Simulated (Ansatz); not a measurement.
## Compressing P: a fit and a missing row

P, Cmce, a = 3.323 Å, b = 10.195 Å, c = 4.165 Å. Ansatz: PBE+D3(BJ), PAW, 420 eV, Γ-centred 14×14×10 mesh on 4 atoms, Gaussian smearing 0.10 eV; no spin polarisation. Shape and atoms are relaxed at each volume; pressure is positive in compression.

```
V (Å³/atom) P (GPa)
     15.519        ?
     16.048     2.88
     16.577     1.82
     17.106     0.89
     17.635     0.00
     18.164    -0.76
     18.693    -1.35
     19.399    -1.93
```

Question: Take V0 = 17.635 Å³/atom, fit the third-order Birch–Murnaghan form to the other rows, and predict the missing pressure.

Answer: With the Eulerian strain f = ½[(V0/V)^(2/3) − 1] and y = P/[3f(1 + 2f)^(5/2)], the form is the line y = B0 + 1.5 B0 (B0′ − 4) f. Rows (f, y): 0.03244, 25.29; 0.02105, 26.00; 0.01026, 27.48; -0.00976, 27.27; -0.01905, 26.03; -0.03079, 24.49. Means f = 0.0006917, y = 26.093; Σ(Δf)² = 0.003004, ΣΔfΔy = 0.02529; the slope is their ratio. y = 26.09 + 8.419 f GPa, so B0 = 26.1 GPa and B0′ = 4 + 2 × (8.419)/(3 × 26.09) = 4.22. At V = 15.519, f = 0.04447, y = 26.464 and P = 4.37 GPa. The run gave 4.25 GPa, so the fit is 0.12 GPa too high, within twice the rms miss on the fitted rows (0.07 GPa).